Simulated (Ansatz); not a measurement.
Input file for Ansatz (a program for electronic structure):

Ansatz 0.2 input:
```yaml
crystal:
  lattice:
    - [4.2177368588, 2.4351115108, 3.5889388047]
    - [-4.2177368588, 2.4351115108, 3.5889388047]
    - [0.0, -4.8702230216, 3.5889388047]
  atoms:
    - { symbol: I, position: [0.5060332981, 0.9973425317, 0.5060332981] }
    - { symbol: I, position: [0.5060332981, 0.5060332981, 0.9973425317] }
    - { symbol: I, position: [0.9973425317, 0.5060332981, 0.5060332981] }
    - { symbol: Cs, position: [0.0099149342, 0.0099149342, 0.0099149342] }
    - { symbol: Ge, position: [0.542705938, 0.542705938, 0.542705938] }
kpoints:
  mp_grid: { grid: [5, 5, 5] }
hamiltonian:
  xc: r2scan
  pseudopotentials: { kind: paw }
scf:
  occupations: { method: fixed }
checkpoint: { read: static.run }
output: { write_density: true, elf: true, volumetric_format: npy }
basis: { fft_grid_basis: typed }
```

Output (shortened):

```
Pseudopotential: I, paw, valence charge 17
Pseudopotential: Cs, paw, valence charge 9
Pseudopotential: Ge, paw, valence charge 14
Functional definition: r2SCAN
Crystal: 5 atoms, lattice volume = 221.165 Å³
Basis set: ecut = 500 eV, 5599 PW (Γ), exchange–correlation on 180×180×180 points (64 copies of the dense FFT grid, shifted against one another)
Bands: 45, of which v1, the nominal top of the filled ones, is band 37 counted from 1 (36 counted from 0)
Symmetry: 6 space group operations
Space group: R3m (ITA 160), of the structure as read, at distance tolerance 6.0e-5 Å
k-points: 19 of 125 (time reversal used)
Stability of the state it starts from, as read at its close in the unpolarized treatment …
iter 1 solved again at ethr=4.69e-7 eV; its pass at ethr=3.10e-3 eV (dr2=3.47e-4 eV) is discarded
SCF iter   1: F=—  HF=-32577.593763 eV  |F-HF|=—  |Δ(HF+E_count)|=         —  Δρ=7.40e-7  dr2=1.15e-9  dr2_τ=7.62e-11  ethr=4.69e-7  ⟨swp⟩=3.5  Hψ=5109  notcnv=0  defer=112
preconditioner: auto → Resta (q_TF=auto, 2.273 Å⁻¹)
SCF iter   2: F=—  HF=-32577.593734 eV  |F-HF|=—  |Δ(HF+E_count)|=   2.92e-5  Δρ=4.07e-7  dr2=5.20e-10  dr2_τ=6.27e-11  ethr=1.55e-12  ⟨swp⟩=16.6  Hψ=5437  notcnv=0
SCF iter   3: F=-32577.593734 eV  HF=-32577.593734 eV  |F-HF|=9.46e-11  |Δ(HF+E_count)|=  5.46e-11  Δρ=2.66e-7  dr2=2.02e-10  dr2_τ=9.86e-12  ethr=1.00e-12  ⟨swp⟩=1.1  Hψ=1747  notcnv=0
SCF 1 converged in 3 iterations: F = -32577.593734 eV  dr2 = 2.02e-10
SCF converged after 3 iterations
Free energy (F): -32577.593734 eV
Harris-Foulkes:  -32577.593734 eV  (|F-HF|=9.46e-11)
Internal energy: -32577.593734 eV  (E = F + TS)
E sigma→0 (E₀):  -32577.593734 eV
Fermi energy:    4.193213 eV
--- Per-component energies (eV) ---
  E_band       = -1509.516621
  E_kinetic    = 815.542907
  E_local      = -10242.627681  (includes V_loc(G=0)·N_el)
  E_nonlocal   = 171.755128
  E_hartree    = 4975.163707
  E_xc         = -593.335930
  E_vxc        = -623.511223  (∫ρ·V_xc dr)
  E_paw        = -21637.317659  (= ΣΔE_a)
  E_vpaw       = -1616.434864  (= ΣTr[D̂ρ^β])
  E_aug_tail   = -0.000079  (compensation charges beyond the density's cutoff)
  E_vtau       = 35.431242  (kinetic-family band-sum trace: ∫τ·v_τ [+ j·A + Jᵃ·Aᵃ] dr)
  E_ewald      = -6065.957399
  E_core_change = -0.816728  (= ΣΔE_core)
  E_smearing   =  0.000000  (= −TS)
  E_closure    =  0.000000  (closes the sum)
  Σ components = -32577.593734   (vs F -32577.593734, Δ=0.00e0)
  [band-id]    e_kinetic+e_local+e_nonlocal+2·e_hartree+e_vxc+e_vpaw+e_augmentation_tail+e_vtau = -1509.517157   (vs E_band -1509.516621, Δ=-5.36e-4)
--- Band table (eV; the first three rows and the last of 19) ---
  k-point 0: bands = ["-41.0238", "-41.0232", "-41.0232", "-40.9773", "-40.9768", "-40.9768", "-40.9760", "-40.9760", "-40.9755", "-40.8531", "-40.8531", "-40.8531", "-40.8520", "-40.8520", "-40.8516", "-20.8069", "-20.8069", "-20.7886", "-20.7886", …
  k-point 1: bands = ["-41.0237", "-41.0233", "-41.0232", "-40.9773", "-40.9768", "-40.9768", "-40.9760", "-40.9760", "-40.9755", "-40.8531", "-40.8531", "-40.8531", "-40.8520", "-40.8520", "-40.8516", "-20.8069", "-20.8068", "-20.7886", "-20.7886", …
  k-point 2: bands = ["-41.0237", "-41.0233", "-41.0232", "-40.9772", "-40.9768", "-40.9766", "-40.9762", "-40.9760", "-40.9756", "-40.8531", "-40.8531", "-40.8531", "-40.8520", "-40.8519", "-40.8517", "-20.8069", "-20.8068", "-20.7886", "-20.7885", …
  k-point 18: bands = ["-41.0236", "-41.0233", "-41.0233", "-40.9769", "-40.9768", "-40.9767", "-40.9761", "-40.9761", "-40.9758", "-40.8532", "-40.8530", "-40.8530", "-40.8519", "-40.8519", "-40.8518", "-20.8068", "-20.8068", "-20.7886", "-20.7886", …
```

Cost: roughly 40 core-seconds on shared cores.

The workflow started from an entry of the Crystallography Open Database (COD, 293 K). Whether it is the stable phase at ambient conditions was not checked. Symmetry was held in the r²SCAN relaxation; whether a distortion lowers the energy is not shown. Spin–orbit coupling is left out wherever it is not named.

Potentials: the later of the program's two PAW sets.

Ansatz is a plane-wave DFT program.
